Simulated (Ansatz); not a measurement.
Starting structure, C put at a top Pt site (LaPt₅, P6/mmm (No. 191)):

```yaml
crystal:
  lattice:
    - [4.37343, 0.00000, 0.00000]
    - [0.00000, 5.38081, 0.00000]
    - [0.00000, 0.00000, 23.65992]
  atoms:
    - { symbol: La, position: [0.00000, 0.50000, 0.35926] }
    - { symbol: Pt, position: [0.50000, 0.00000, 0.35926] }
    - { symbol: Pt, position: [0.00000, 0.00000, 0.42491] }
    - { symbol: Pt, position: [0.50000, 0.25213, 0.45767] }
    - { symbol: Pt, position: [0.50000, 0.74787, 0.45767] }
    - { symbol: Pt, position: [0.00000, 0.50000, 0.49285] }
    - { symbol: La, position: [0.00000, 0.00000, 0.54654] }
    - { symbol: Pt, position: [0.50000, 0.50000, 0.55736] }
    - { symbol: C, position: [0.50000, 0.50000, 0.64696] }
```

Level of theory: DFT PBEsol, scalar-relativistic, plane waves, PAW in Ansatz. Settings: cutoff 420 eV, Γ-centred mesh 7×6×1 on the computed 9-atom cell, Gaussian smearing of 0.10 eV; no spin polarisation. The cell repeats along c with a dipole correction in the vacuum.

Atoms 1, 2, 3 (counted from 1) are held. The cell is fixed. Force threshold 0.03 eV/Å.

(1) Where does it end?

Spin-orbit coupling is left out, which matters for the bands of heavy elements. The CaCu5 structure is a prototype's; whether LaPt5 takes it wasn't checked.

Answers

(1) The energy falls by 1.510 eV in 6 steps, to:

```yaml
crystal:
  lattice:
    - [4.37343, 0.00000, 0.00000]
    - [0.00000, 5.38081, 0.00000]
    - [0.00000, 0.00000, 23.65992]
  atoms:
    - { symbol: La, position: [0.00000, 0.50000, 0.35926] }
    - { symbol: Pt, position: [0.50000, 0.00000, 0.35926] }
    - { symbol: Pt, position: [0.00000, 0.00000, 0.42491] }
    - { symbol: Pt, position: [0.50000, 0.24894, 0.45841] }
    - { symbol: Pt, position: [0.50000, 0.75106, 0.45841] }
    - { symbol: Pt, position: [0.00000, 0.50000, 0.49396] }
    - { symbol: La, position: [0.00000, 0.00000, 0.54776] }
    - { symbol: Pt, position: [0.50000, 0.50000, 0.55689] }
    - { symbol: C, position: [0.50000, 0.50000, 0.63030] }
```
